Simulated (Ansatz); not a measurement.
SiGeC$_{2}$:
```cif
data_C2GeSi
_chemical_formula_sum 'Si1 C2 Ge1'
_space_group_name_H-M_alt 'P-4m2'
_space_group_IT_number 115
_space_group_name_Hall 'P -4 -2'
_cell_length_a 3.15602
_cell_length_b 3.15602
_cell_length_c 4.45312
_cell_angle_alpha 90.000
_cell_angle_beta 90.000
_cell_angle_gamma 90.000
loop_
_atom_site_label
_atom_site_type_symbol
_atom_site_symmetry_multiplicity
_atom_site_Wyckoff_symbol
_atom_site_fract_x
_atom_site_fract_y
_atom_site_fract_z
_atom_site_occupancy
Si1 Si 1 a 0.00000 0.00000 0.00000 1
C1 C 2 g 0.50000 0.00000 0.23635 1
Ge1 Ge 1 c 0.50000 0.50000 0.50000 1
```

Relaxed at zero pressure with PBEsol (plane waves, PAW; program Ansatz).

Problem. The volume is lowered by 9 % and shape and atoms relax at that volume. What pressure results, and how do the axes share the change?

Solution. 23.3 GPa; a -3.0 %, b -3.0 %, c -3.2 %; the energy rises by 67 meV/atom.

Problem. Give the new structure.

Solution. 
Space group P-4m2 (No. 115); a = 3.0598 Å, b = 3.0598 Å, c = 4.3113 Å, α = 90.00°, β = 90.00°, γ = 90.00°

```tsv
atom	site	symmetry	x	y	z
Si	1a	-4m2	0.0000	0.0000	0.0000
C	2g	2mm.	0.5000	0.0000	0.2363
Ge	1c	-4m2	0.5000	0.5000	0.5000
```

The phase is kept; no other phase was compared at this pressure.

The start of the workflow was typed in or built on a structure type; neither database checked (COD, Materials Project) lists it. Whether it is the stable phase at ambient conditions was not checked. The cell was relaxed with PBEsol under the symmetry of its start; of distortions, only those at the zone centre were tested.

Potentials: the earlier of the program's two PAW sets.
